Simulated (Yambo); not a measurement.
Yambo run on WO3 (space group Cmcm, No. 63). The wavefunctions are norm-conserving PBEsol (Quantum ESPRESSO, 84 Ry, without SOC) ones on a 4×4×2 mesh (32 occupied bands); a = 3.875 Å, b = 3.875 Å, c = 7.698 Å, α = 90.00°, β = 90.00°, γ = 90.03°.

Yambo input:

```
rim_cut
gw0
dyson
el_el_corr
HF_and_locXC
ppa
em1d
RandQpts= 1000000
RandGvec= 1 Ry
EXXRLvcs= 84 Ry
VXCRLvcs= 336 Ry
Chimod= "HARTREE"
% BndsRnXp
 3 | 178 |
%
NGsBlkXp= 7 Ry
% LongDrXp
 1.0 | 1.0 | 1.0 |
%
PPAPntXp= 27.2114 eV
% GbndRnge
 1 | 178 |
%
GTermKind= "none"
DysSolver= "n"
ExtendOut
% QPkrange
 1 | 1 | 33 | 33 |
 5 | 5 | 32 | 33 |
 13 | 13 | 32 | 32 |
%
```

k points by index: 1 = Γ, 5 = (0, -0.5, 0), 13 = (-0.5, -0.5, 0).

The o-*.qp file then holds:

```
#    K-point    Band    Eo [eV]    E [eV]    E-Eo [eV]    Vxc [eV]    Vnlxc [eV]    Sc|Eo [eV]    Sc|E [eV]    dSc/dw|Eo [eV]    Re(Z)    Im(Z)
#
    1    33    0.693386    1.772778    1.079392    -16.42929    -11.52313    -3.565217    -3.826771    -6.593190    0.804960    -0.001193
    5    32    -0.010162    0.131978    0.142140    -20.22366    -25.17246    5.138550    5.090939    -9.124191    0.748887    -0.001635
    5    33    0.766089    1.860059    1.093970    -16.53794    -11.65186    -3.525083    -3.792114    -6.641536    0.803810    -0.001207
    13    32    0.000000    0.140951    0.140951    -20.24516    -25.20111    5.144120    5.096899    -9.126093    0.748848    -0.001636
```
(The two width columns are left out.) Convergence of these settings isn't established.

Geometry of the Materials Project entry, not relaxed at this level.

The structure is a Materials Project entry; no match was found in the copy of COD used, and its stability was not checked.
